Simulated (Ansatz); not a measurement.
TaSe2:
```xyz
3
Lattice="1.6958 0.9791 6.3071 -1.6958 0.9791 6.3071 0.0000 -1.9581 6.3071" Properties=species:S:1:pos:R:3 pbc="T T T"
Se     0.0000     0.0000     4.6473
Se     0.0000     0.0000    14.2740
Ta     0.0000     0.0000     0.0000
```

Relaxed with LDA.

Give the Bader charges and basin volumes of the independent atoms, LDA in the plane-wave PAW code Ansatz.



```tsv
atom	Bader charge (e)	Bader volume (Å³)
Se1	-0.73	24.5
Ta3	+1.45	13.8
```

Space group R-3m. The workflow started from an entry of the Crystallography Open Database (COD), which files this formula under 5 space groups. Whether it is the stable phase at ambient conditions was not checked. Symmetry was held in the LDA relaxation; its stability against distortions is not shown here. No spin polarisation was allowed. A crystal of weakly bound layers computed without a dispersion correction: the cell and the soft elastic constants depend strongly on that. Spin–orbit coupling is left out wherever it is not named.

Potentials: the later of the program's two PAW sets.
